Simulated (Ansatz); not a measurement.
La (dhcp (α-La type), space group No. 194) at seven volumes, the program Ansatz at the LDA level (PAW), shape and atoms relaxed at each. One row is withheld.

```tsv
V (Å³/atom)	P (GPa)
29.263	3.19
30.228	1.99
31.193	0.94
32.157	0.00
33.122	-0.84
34.087	?
35.052	-2.25
```

Q: Fit the shown pressures and predict the withheld one.

A: Third-order Birch–Murnaghan: P = (3/2)B₀(x^(7/2) − x^(5/2))[1 + (3/4)(B′ − 4)(x − 1)] with x = (V₀/V)^(2/3). Least squares on the six rows gives V₀ = 32.154 Å³/atom, B₀ = 29.60 GPa, B′ = 2.90. At V = 34.087, x = 0.9618 and P = -1.59 GPa. The run itself gave -1.58 GPa.

Space group P6_3/mmc (dhcp (α-La type)). Symmetry was held in the LDA relaxation. Spin–orbit coupling is left out wherever it is not named.

Potentials: the earlier of the program's two PAW sets. The files were generated under PBE; for other functionals the program regenerates the frozen cores, and for LDA and PBEsol the local potential too.
